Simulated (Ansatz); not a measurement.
Start of a relaxation, clean slab, lower half held (SnO₂, P4_2/mnm (No. 136), (1 0 0) face):

```yaml
crystal:
  lattice:
    - [3.20057, 0.00000, 0.00000]
    - [0.00000, 4.76022, 0.00000]
    - [0.00000, 0.00000, 28.36841]
  atoms:
    - { symbol: O, position: [0.00000, 0.30589, 0.29963] }
    - { symbol: Sn, position: [0.50000, 0.50000, 0.33220] }
    - { symbol: O, position: [0.00000, 0.69411, 0.36477] }
    - { symbol: O, position: [0.50000, 0.19411, 0.38353] }
    - { symbol: Sn, position: [0.00000, 0.00000, 0.41610] }
    - { symbol: O, position: [0.50000, 0.80589, 0.44867] }
    - { symbol: O, position: [0.00000, 0.30589, 0.46743] }
    - { symbol: Sn, position: [0.50000, 0.50000, 0.50000] }
    - { symbol: O, position: [0.00000, 0.69411, 0.53257] }
    - { symbol: O, position: [0.50000, 0.19411, 0.55133] }
    - { symbol: Sn, position: [0.00000, 0.00000, 0.58390] }
    - { symbol: O, position: [0.50000, 0.80589, 0.61647] }
    - { symbol: O, position: [0.00000, 0.30589, 0.63523] }
    - { symbol: Sn, position: [0.50000, 0.50000, 0.66780] }
    - { symbol: O, position: [0.00000, 0.69411, 0.70037] }
```

Method: DFT r2SCAN, scalar-relativistic, plane waves, PAW in Ansatz. Plane waves to 500 eV, a k mesh through Γ of 8×6×1 on the computed 15-atom cell and Gaussian smearing (0.05 eV); no spin polarisation. A dipole correction removes the field between periodic images along c.

Atoms 1, 2, 3, 4, 5, 6, 7 (counted from 1) are held. The cell is fixed. Force threshold 0.03 eV/Å.

Q: Where does it end?

A: The energy falls by 0.300 eV in 5 steps, to:

```xyz
15
Lattice="3.2006 0.0000 0.0000 0.0000 4.7602 0.0000 0.0000 0.0000 28.3684" Properties=species:S:1:pos:R:3 pbc="T T T"
O     0.0000    1.4561    8.5000
Sn    1.6003    2.3801    9.4240
O     0.0000    3.3041   10.3480
O     1.6003    0.9240   10.8801
Sn    0.0000    0.0000   11.8041
O     1.6003    3.8362   12.7281
O     0.0000    1.4561   13.2602
Sn    1.6003    2.3788   14.1849
O     0.0000    3.3102   15.1020
O     1.6003    0.9329   15.6514
Sn    0.0000   -0.0026   16.5652
O     1.6003    3.7904   17.4599
O     0.0000    1.3337   18.1058
Sn    1.6003    2.4406   18.9708
O     0.0000    3.0380   20.0079
```

Cost: 1 run of about 12 core-minutes, on Arm Neoverse V2 (shared hosts).